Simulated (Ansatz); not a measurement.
In DFT-LDA in the program Ansatz with PAW potentials, Al2Au in the fluorite or antifluorite type structure (Fm-3m) relaxes to a = 5.956 Å. Au has 8 nearest neighbours from 2.58 Å (cubic). Against the elements it lies at -0.50 eV/atom, with no fitted shifts.

Electronic character: metallic (no gap).

An equation-of-state fit gives a bulk modulus of 121 GPa. The relaxed-ion elastic constants in GPa are C11 = 162, C12 = 101, C44 = 54.4. The elastic constants imply a Debye temperature near 300 K. The highest mode at Γ lies at 268 cm⁻¹.

The LDA relaxation kept the symmetry of its start; of distortions, only those at the zone centre were tested. As this level gives no gap, shear constants depend on the k-mesh and smearing (Fermi–Dirac, 0.1 eV here). As this level gives no gap, phonon frequencies hold no LO–TO term and depend on the k-mesh and smearing (Fermi–Dirac, 0.1 eV here). The references are the lowest solids computed at this level, not always the standard phases. Spin–orbit coupling is left out wherever it is not named.

Potentials: the earlier of the program's two PAW sets.
